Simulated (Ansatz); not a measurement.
Input and command of a calculation in Ansatz (plane waves; scalar-relativistic PAW potentials unless the input names others):

```yaml
crystal:
  lattice:
    - [0.0, 2.1628294133, 2.1628294133]
    - [2.1628294133, 0.0, 2.1628294133]
    - [2.1628294133, 2.1628294133, 0.0]
  atoms:
    - { symbol: Al, position: [0.0, 0.0, 0.0] }
    - { symbol: "N", position: [0.75, 0.75, 0.75] }
basis:
  ecutwfc: 500
kpoints:
  Mp_grid: { grid: [10, 10, 10] }
hamiltonian:
  xc: r2scan
scf:
  occupations: { method: gaussian, width: 0.02 }
  max_iter: 60
output:
  forces: true
  eigenvalues: true
  stress: true
```

```bash
ansatz run input.yaml --threads 1 --pin off --max-ram 2560MiB --backend cpu --events-out ev --progress --plain --runs-dir out
```

Q: What is wrong with this input?

A: The program refuses it, because of a misspelt key (the key kpoints.mp_grid typed as Mp_grid). With the key spelt rightly it is accepted.

Abridged log:
```
Error: YAML parse error: error: line 12 column 3: unknown field `Mp_grid`, expected one of mp_grid, list, band_path, initial_grid, further_shifts
  --> <input>:12:3
   |
10 |   ecutwfc: 500
11 | kpoints:
12 |   Mp_grid: { grid: [10, 10, 10] }
   |   ^ unknown field `Mp_grid`, expected one of mp_grid, list, band_path, initial_grid, further_shifts
13 | hamiltonian:
14 |   xc: r2scan
   |
```